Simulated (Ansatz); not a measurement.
Input:

Na2NiO2:
```xyz
10
Lattice="1.3857 -4.9100 0.0000 1.3857 4.9100 0.0000 0.0000 0.0000 8.1458" Properties=species:S:1:pos:R:3 pbc="T T T"
Na     1.3857    -1.0171     6.9000
Na     1.3857     1.0171     2.8271
Na     1.3857     3.4361     1.3779
Na     1.3857    -3.4361     5.4508
Ni     1.3857    -3.7149     0.0150
Ni     1.3857     3.7149     4.0879
O      1.3857     2.1626     7.3930
O      1.3857    -2.1626     3.3201
O      1.3857     0.2055     0.7255
O      1.3857    -0.2055     4.7984
```

This is the LDA-relaxed structure. Tensor components refer to the Cartesian frame of this cell.

**Question.** All from the program Ansatz at the LDA level (PAW), unless another level is named. Give the smallest direct gap on the standard path.

**Answer.** 1.26 eV.

**Question.** And the formation energy from the elements (no fitted shifts)?

**Answer.** -1.29 eV/atom.

**Question.** Give the valence-band maximum.

**Answer.** on the T–Y line, 3 % of the way from T (k = -0.500, -0.500, 0.484).

**Question.** And the weight of the conduction-edge state by species (Voronoi cells)?

**Answer.** Ni 61 %, O 31 %, Na 8 %.

**Question.** And the weight of the valence-edge state by species (Voronoi cells)?

**Answer.** Ni 71 %, O 28 %.

Space group Cmc2_1. The workflow started from a Materials Project entry (that database holds measured and hypothetical structures alike); the Crystallography Open Database files this formula in space group No. 36, but the cells were not matched. Whether it is the stable phase at ambient conditions was not checked. Symmetry was held in the LDA relaxation; its stability against distortions is not shown here. The run is not spin-polarised. No Hubbard U is applied. The references are the lowest solids computed at this level, not always the standard phases (solids in place of the gases).

Potentials: the later of the program's two PAW sets.
